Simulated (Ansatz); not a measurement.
Does relaxation matter for the field gradients of CoPdO2?

Start: a structure deposited in the COD.

```cif
data_structure
_symmetry_space_group_name_H-M 'P 1'
_symmetry_Int_Tables_number 1
_cell_length_a 6.1822
_cell_length_b 6.1822
_cell_length_c 6.1822
_cell_angle_alpha 26.605
_cell_angle_beta 26.605
_cell_angle_gamma 26.605
_cell_volume 41.78
loop_
_atom_site_label
_atom_site_type_symbol
_atom_site_fract_x
_atom_site_fract_y
_atom_site_fract_z
_atom_site_occupancy
Co1 Co 0.50000 0.50000 0.50000 1
Pd2 Pd 0.00000 0.00000 0.00000 1
O3 O 0.11215 0.11215 0.11215 1
O4 O 0.88785 0.88785 0.88785 1
```

Sites (sets of like atoms) are named by element and the number of their first atom in this list.

Method: Kohn–Sham DFT in Ansatz, PBE, plane waves and PAW, scalar-relativistic, collinear spin, 420 eV cutoff, Γ-centred 13×13×13 k-points, Fermi–Dirac smearing 0.05 eV. Start moments as typed (μB): 3 on each Co, none on the rest.

The largest force at the start is 0.21 eV/Å. Relaxing the ions at fixed cell moves them by 0.008 Å at most (atom 3, O) and 0.006 Å rms.

```
site  atom  moved (Å)              first shell before               first shell after  V_zz before (10²¹ V/m²)  η before
  Co     1      0.000                   6 O at 1.91 Å                   6 O at 1.91 Å                     1.44      0.00
  Pd     2      0.000       2 O at 2.01 Å, angle 180°       2 O at 2.01 Å, angle 180°                     5.29      0.00
   O     3      0.008  3 Co at 1.91 Å, 1 Pd at 2.01 Å  3 Co at 1.91 Å, 1 Pd at 2.01 Å                     3.21      0.00
```

Question: What are V_zz and η after the relaxation?

Answer: 

```tsv
site	atom	V_zz after	η after	change of V_zz
Co	1	1.29	0.00	-0.15
Pd	2	5.69	0.00	+0.40
O	3	3.14	0.00	-0.07
```

The largest change of V_zz is on Pd, from 5.29 to 5.69. In per cent, |V_zz| changes by +8 on Pd, -2 on O (all sites that start above 2).

With no gap above 0.1 eV, as in a metal, the gradients converge slowly in k; expect changes of a tenth or more on a denser mesh. Without spin–orbit coupling (the program notes it for Pd) the gradients can shift somewhat, as the gap is small. Semilocal functionals can leave a metal where correlation in the d or f shell opens a gap in the real compound, and that would change the values at and beside Co. With these PAW files V_zz is typically within 2 to 3 % of all-electron values, but misses above 10 % occur on Co, Pd. The start moments die out, and the run ends without spin.
